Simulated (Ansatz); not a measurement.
Input:

BIr:
```xyz
2
Lattice="3.0191 0.0000 0.0000 -1.5096 2.6146 0.0000 0.0000 0.0000 2.6947" Properties=species:S:1:pos:R:3 pbc="T T T"
B      0.0000     0.0000     1.3473
Ir     1.5096     0.8715     0.0000
```

This is the PBEsol-relaxed structure. Tensor components refer to the Cartesian frame of this cell.

Task: All from PBEsol (plane waves, PAW; program Ansatz), unless another level is named. Give the bulk modulus (Birch–Murnaghan fit).

Result: 322 GPa.

Task: And the highest zone-centre frequency?

Result: 16.80 THz.

Task: Next, the elastic constants (relaxed ions, GPa)?

Result: C11 = 334, C12 = 368, C13 = 203, C33 = 805, C44 = 133.

Space group P-6m2. The first step of the workflow began from a Materials Project structure, measured or hypothetical; the Crystallography Open Database copy checked does not list it. Whether it is the stable phase at ambient conditions was not checked. The PBEsol relaxation kept the symmetry of its start. At this level the phase is mechanically unstable. No spin polarisation was allowed. As this level gives no gap, shear constants depend on the k-mesh and smearing (Fermi–Dirac, 0.1 eV here). As this level gives no gap, phonon frequencies hold no LO–TO term and depend on the k-mesh and smearing (Fermi–Dirac, 0.1 eV here). On the denser mesh and wider smearing of the elastic run this cell carries a stress of 0.6 GPa. Spin–orbit coupling is left out wherever it is not named.

Potentials: the later of the program's two PAW sets.
